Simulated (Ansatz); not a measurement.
YSiRu:
```
CELL_PARAMETERS angstrom
      6.99825     0.00000     0.00000
      0.00000     4.31914     0.00000
      0.00000     0.00000     7.08849
ATOMIC_POSITIONS crystal
  Y  0.01344 0.75000 0.18719
  Y  0.98656 0.25000 0.81281
  Y  0.48656 0.25000 0.68719
  Y  0.51344 0.75000 0.31281
  Si 0.30563 0.25000 0.10546
  Si 0.69437 0.75000 0.89454
  Si 0.19437 0.75000 0.60546
  Si 0.80563 0.25000 0.39454
  Ru 0.65227 0.25000 0.06705
  Ru 0.34773 0.75000 0.93295
  Ru 0.84773 0.75000 0.56705
  Ru 0.15227 0.25000 0.43295
```

Relaxed with r²SCAN. Special points in fractions of this cell's reciprocal vectors: Γ (0.000, 0.000, 0.000); X (0.500, 0.000, 0.000); S (0.500, 0.500, 0.000); Y (0.000, 0.500, 0.000); Z (0.000, 0.000, 0.500); U (0.500, 0.000, 0.500); R (0.500, 0.500, 0.500); T (0.000, 0.500, 0.500).

**Question.** List the band energies nearest the Fermi level at these points for r²SCAN in the plane-wave PAW code Ansatz.

**Answer.** In eV from the Fermi level; about four levels below and three above (degenerate sets whole), none deeper than 8.9 eV; points with the same levels are listed once.

```csv
k,below,above
Γ,-0.67 -0.62 -0.42 -0.15,0.05 0.38 0.79
X,-0.55 -0.55 -0.50 -0.50,0.76 0.76 1.82 1.82
S,-0.47 -0.47 -0.47 -0.47,1.26 1.26 1.26 1.26
Y,-0.34 -0.34 -0.18 -0.18,0.61 0.61 1.83 1.83
Z,-0.86 -0.86 -0.44 -0.44,0.07 0.07 0.81 0.81
U,-1.02 -1.02 -0.11 -0.11,0.11 0.11 0.17 0.17
R,-1.30 -1.30 -1.30 -1.30,0.14 0.14 0.14 0.14
T,-0.25 -0.25 -0.23 -0.23,0.79 0.79 1.43 1.43
```

Space group Pnma. The first step of the workflow began from a Materials Project structure, measured or hypothetical; the Crystallography Open Database copy checked does not list it. Whether it is the stable phase at ambient conditions was not checked. The r²SCAN relaxation kept the symmetry of its start; its stability against distortions is not shown here. The run is not spin-polarised. Scalar-relativistic: spin–orbit coupling is off unless named, which matters more the heavier the elements.

Potentials: the earlier of the program's two PAW sets.
